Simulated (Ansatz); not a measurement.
Ba$_{3}$In$_{2}$O$_{5}$F$_{2}$:
```xyz
12
Lattice="-2.0999 2.0999 11.3652 2.0999 -2.0999 11.3652 2.0999 2.0999 -11.3652" Properties=species:S:1:pos:R:3 pbc="T T T"
Ba     0.0000     0.0000    11.3652
Ba     0.0000     0.0000    15.3770
Ba     0.0000     0.0000     7.3534
In     0.0000     0.0000    20.6436
In     0.0000     0.0000     2.0868
O      0.0000     2.0999     2.3604
O      2.0999     0.0000     9.0049
O      2.0999     0.0000     2.3604
O      0.0000     2.0999     9.0049
O      0.0000     0.0000     0.0000
F      0.0000     0.0000     4.6370
F      0.0000     0.0000    18.0934
```

Relaxed with r²SCAN. Special points in fractions of this cell's reciprocal vectors: Γ (0.000, 0.000, 0.000); X (0.000, 0.000, 0.500); P (0.250, 0.250, 0.250); N (0.000, 0.500, 0.000); M (0.500, 0.500, -0.500); S (0.259, 0.741, -0.259); S0 (-0.259, 0.259, 0.259); R (-0.017, 0.017, 0.500); G (0.500, 0.500, -0.017).

**Question.** List the band energies nearest the valence-band maximum at these points for DFT-r²SCAN in the program Ansatz with PAW potentials.

**Answer.** In eV from the valence-band maximum; about four levels below and three above (degenerate sets whole), none deeper than 8.9 eV; points with the same levels are listed once.

| k | below | above |
|---|---|---|
| Γ | -1.13 -1.13 -0.93 -0.93 | 2.42 3.69 4.36 |
| X | -0.53 -0.52 0.00 0.00 | 4.84 4.85 5.15 |
| P | -0.53 -0.52 0.00 0.00 | 4.84 4.96 4.96 |
| N | -1.42 -1.13 -1.00 -0.95 | 5.14 5.20 5.95 |
| M | -1.14 -1.14 -0.92 -0.92 | 2.58 3.42 4.05 |
| S | -1.41 -1.14 -1.00 -0.95 | 5.14 5.18 5.87 |
| R | -0.53 -0.53 -0.01 -0.01 | 4.85 4.85 5.16 |

Space group I4/mmm. The first step of the workflow began from a Materials Project structure, measured or hypothetical; the Crystallography Open Database copy checked does not list it. Whether it is the stable phase at ambient conditions was not checked. The r²SCAN relaxation kept the symmetry of its start; its stability against distortions is not shown here. Spin–orbit coupling is left out wherever it is not named.

Potentials: the later of the program's two PAW sets.
